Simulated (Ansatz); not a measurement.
Stability checks on a candidate for NaLi2

The cell was found from a structure generator's guess, not taken from experiment.

All numbers below come from Ansatz 0.2.0, DFT PBE, scalar-relativistic, plane waves, PAW. Settings of the last relaxation (6-atom cell): 420 eV, 12×12×4 k points, Gaussian smearing of 0.10 eV, no spin polarisation.

```
Na Li
1.0
     3.33159    0.00000    0.00000
    -1.66579    2.88524    0.00000
     0.00000    0.00000   16.07481
Na Li
2 4
Direct
  0.66667 0.33333 0.32534
  0.66667 0.33333 0.67466
  0.00000 0.00000 0.85093
  0.33333 0.66667 0.00000
  0.00000 0.00000 0.14907
  0.00000 0.00000 0.50000
```

Formation energies are uncorrected and refer to the elements' standard structures at the same level.

Question: These tests were run: energy against the elements; phonons at Γ. What do they show?

Answer:

```csv
test,result
energy against the elements,+0.05 eV/atom
phonons at Γ,lowest optical mode 38 cm⁻¹
```

It fails one test: energy against the elements. It may still be a metastable minimum.

The run for the phonons used a 12×12×4 k mesh and Fermi–Dirac smearing of 0.15 eV.
